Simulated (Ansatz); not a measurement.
GaSb:
```cif
data_Ga4Sb4
_chemical_formula_sum 'Ga4 Sb4'
_space_group_name_H-M_alt 'F-43m'
_space_group_IT_number 216
_space_group_name_Hall 'F -4 2 3'
_cell_length_a 6.13258
_cell_length_b 6.13258
_cell_length_c 6.13258
_cell_angle_alpha 90.000
_cell_angle_beta 90.000
_cell_angle_gamma 90.000
loop_
_atom_site_label
_atom_site_type_symbol
_atom_site_symmetry_multiplicity
_atom_site_Wyckoff_symbol
_atom_site_fract_x
_atom_site_fract_y
_atom_site_fract_z
_atom_site_occupancy
Ga1 Ga 4 a 0.00000 0.00000 0.00000 1
Sb1 Sb 4 d 0.75000 0.75000 0.75000 1
```
(The calculation used a cell of 2 atoms; values per cell refer to that cell.)

Relaxed with r²SCAN.

Question: Decompose the optical modes at the zone centre into irreducible representations, and say which are infrared and Raman allowed.

Answer: Point group -43m: Γ_opt = T2. Infrared: T2. Raman: T2.

Question: Assign frequencies (DFPT, DFT-r²SCAN in the program Ansatz with PAW potentials; without the LO–TO term).

Answer: T2 223 cm⁻¹.

The cell was relaxed with r²SCAN under the symmetry of its start; of distortions, only those at the zone centre were tested. Scalar-relativistic: spin–orbit coupling is off unless named, which matters more the heavier the elements.

Potentials: the earlier of the program's two PAW sets.
